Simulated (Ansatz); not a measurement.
Nb (bcc (W type)), relaxed and computed with several functionals in Ansatz (plane waves, PAW). Much of their spread follows the volume that each gives.

| functional | V (Å³/atom) | B₀ by P(V) fit (GPa) |
|---|---|---|
| r²SCAN | 18.01 | 172 |
| PBEsol | 17.48 | 181 |
| PBE | 18.11 | 168 |
| LDA | 17.13 | ? |

Q: Fit a straight line to ln B₀ against ln V and predict the withheld value.

A: Least squares on the 3 shown rows: ln B₀ = -1.97 × ln V + (10.836), with a scatter of 0.5 %. For LDA this gives 189. The run itself gave 188, a miss of 0.5 % of that.

All cells were relaxed under the symmetry of their starts (and spin orders); stability against distortions was not tested throughout. Named crystals with no word on spin ran without spin polarisation. Scalar-relativistic: spin–orbit coupling is off unless named, which matters more the heavier the elements.

Potentials: the earlier of the program's two PAW sets. The files were generated under PBE; for other functionals the program regenerates the frozen cores, and for LDA and PBEsol the local potential too.

Ansatz (an electronic-structure program) is a plane-wave DFT program.
